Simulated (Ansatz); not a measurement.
An Ansatz (a program for electronic structure) input:

Ansatz 0.2 input:
```yaml
crystal:
  lattice:
    - [3.0903219585, 0.0, 0.0]
    - [-1.5451609793, 2.6762973219, 0.0]
    - [0.0, 0.0, 17.7958856275]
  atoms:
    - { symbol: Ti, position: [0.6666666667, 0.3333333333, 0.8670746658] }
    - { symbol: Ti, position: [0.3333333333, 0.6666666667, 0.1329253342] }
    - { symbol: Ti, position: [0.3333333333, 0.6666666667, 0.3670746658] }
    - { symbol: Ti, position: [0.6666666667, 0.3333333333, 0.6329253342] }
    - { symbol: Ti, position: [0.0, 0.0, 0.0] }
    - { symbol: Ti, position: [0.0, 0.0, 0.5] }
    - { symbol: Ge, position: [0.0, 0.0, 0.75] }
    - { symbol: Ge, position: [0.0, 0.0, 0.25] }
    - { symbol: C, position: [0.6666666667, 0.3333333333, 0.427993637] }
    - { symbol: C, position: [0.3333333333, 0.6666666667, 0.572006363] }
    - { symbol: C, position: [0.3333333333, 0.6666666667, 0.927993637] }
    - { symbol: C, position: [0.6666666667, 0.3333333333, 0.072006363] }
kpoints:
  mp_grid: { grid: [11, 11, 2] }
  band_path:
    path:
      - [[0.0, 0.0, 0.0], [0.5, 0.0, 0.0], [0.3333333333, 0.3333333333, 0.0], [0.0, 0.0, 0.0], [0.0, 0.0, 0.5], [0.5, 0.0, 0.5], [0.3333333333, 0.3333333333, 0.5], [0.0, 0.0, 0.5]]  # Γ-M-K-Γ-A-L-H-A
      - [[0.5, 0.0, 0.5], [0.5, 0.0, 0.0]]  # L-M
      - [[0.3333333333, 0.3333333333, 0.5], [0.3333333333, 0.3333333333, 0.0]]  # H-K
    npoints: 8
hamiltonian:
  xc: r2scan
  pseudopotentials: { kind: paw }
magnetization: { noncollinear: true, spin_orbit: true }
scf:
  n_extra_bands: 24
  convergence: { dr2_threshold: 0.0000000001 }
  occupations: { method: gaussian, width: 0.05 }
output: { eigenvalues: true }
```

Q: How many symmetry operations and irreducible k-points will the run report?

A: 24 operations, 32 of 242 k-points.

Q: With a cutoff of 500 eV, how many plane waves at Γ?

A: 3761.

It took about 17 core-minutes (a rough figure) on shared server cores.

Space group P6_3/mmc. The workflow started from a Materials Project entry (that database holds measured and hypothetical structures alike); the Crystallography Open Database copy checked does not list it. Its standing as an ambient phase is unchecked. The r²SCAN relaxation kept the symmetry of its start; whether a distortion lowers the energy is not shown. The run is not spin-polarised.

Potentials: the later of the program's two PAW sets.

Ansatz is a plane-wave DFT program.
